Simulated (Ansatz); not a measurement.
Rb$_{2}$PtC$_{2}$:
```xyz
5
Lattice="5.3394 0.0000 0.0000 -2.6697 4.6241 0.0000 0.0000 0.0000 5.1968" Properties=species:S:1:pos:R:3 pbc="T T T"
Rb     0.0000     3.0827     1.4293
Rb     2.6697     1.5414     3.7675
Pt     0.0000     0.0000     0.0000
C      0.0000     0.0000     3.2353
C      0.0000     0.0000     1.9615
```

Plane-wave PAW PBEsol (Ansatz code) gives a gap of 1.06 eV without spin–orbit coupling, maximum at L, minimum at L.

Q: What happens when spin–orbit coupling is switched on?

A: The gap decreases by 0.27 eV, to 0.79 eV; maximum at A, minimum at L.

Q: Give the electron effective mass with spin–orbit coupling.

A: 0.11, 0.83, 0.85 mₑ (principal values).

Space group P-3m1. The workflow started from a Materials Project entry (that database holds measured and hypothetical structures alike); the Crystallography Open Database files this formula in space group No. 164, but the cells were not matched. Its standing as an ambient phase is unchecked. Symmetry was held in the PBEsol relaxation; whether a distortion lowers the energy is not shown. No spin polarisation was allowed.

Potentials: the later of the program's two PAW sets.
